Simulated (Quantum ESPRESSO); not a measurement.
## Kohn-Sham bands of CsSnI₃ (cubic perovskite)

```yaml
crystal:
  lattice:
    - [6.28623, 0.00000, 0.00000]
    - [0.00000, 6.28623, 0.00000]
    - [0.00000, 0.00000, 6.28623]
  atoms:
    - { symbol: Cs, position: [0.50000, 0.50000, 0.50000] }
    - { symbol: Sn, position: [0.00000, 0.00000, 0.00000] }
    - { symbol: I, position: [0.50000, 0.00000, 0.00000] }
    - { symbol: I, position: [0.00000, 0.50000, 0.00000] }
    - { symbol: I, position: [0.00000, 0.00000, 0.50000] }
```

Materials Project entry mp-614013; symmetrised, unrelaxed at this level. COD (Crystallography Open Database) records the formula in this space group. Ideal cubic forms of this type are often high-temperature phases that distort on cooling; symmetry holds the cell here, and its stability was not tested. Method: LDA plane waves in Quantum ESPRESSO 7.5 (PseudoDojo norm-conserving files, 58 Ry, no spin polarisation, no spin-orbit coupling), Bloch states on a 6×6×6 mesh through Γ, Wannier90 4.0.1. Density: 6×6×6 mesh, Gaussian smearing 0.01 Ry. Spin-orbit coupling is left out although heavy elements are present.

The lattice is scaled uniformly by ε, fractional positions fixed; Kohn-Sham values from pw.x, the row at 1.0 % withheld:

```tsv
ε (%)	gap (eV)	width of the top valence group (eV)	direct gap at Γ (eV)	direct gap at X (eV)
-2.0	0.203	4.859	4.054	2.602
-1.0	0.334	4.575	4.014	2.603
0.0	0.457	4.305	3.976	2.598
1.0	?	?	?	?
2.0	0.676	3.805	3.908	2.571
```

**Question.** Fit y = y₀ + bε + cε² to the rows at -2.0, 0 and 2.0 %, check it on the fourth row, and predict the withheld one.

**Answer.** 
- gap (eV): b = (0.676 − 0.203)/4 = 0.1183, c = (0.676 + 0.203 − 2×0.457)/8 = -0.00438. Check at -1.0 %: 0.334 for 0.334. Prediction 0.571; the run gives 0.571.
- width of the top valence group (eV): b = (3.805 − 4.859)/4 = -0.2635, c = (3.805 + 4.859 − 2×4.305)/8 = 0.00675. Check at -1.0 %: 4.575 for 4.575. Prediction 4.048; the run gives 4.049.
- direct gap at Γ (eV): b = (3.908 − 4.054)/4 = -0.0365, c = (3.908 + 4.054 − 2×3.976)/8 = 0.00125. Check at -1.0 %: 4.014 for 4.014. Prediction 3.941; the run gives 3.941.
- direct gap at X (eV): b = (2.571 − 2.602)/4 = -0.0077, c = (2.571 + 2.602 − 2×2.598)/8 = -0.00287. Check at -1.0 %: 2.603 for 2.603. Prediction 2.587; the run gives 2.587.
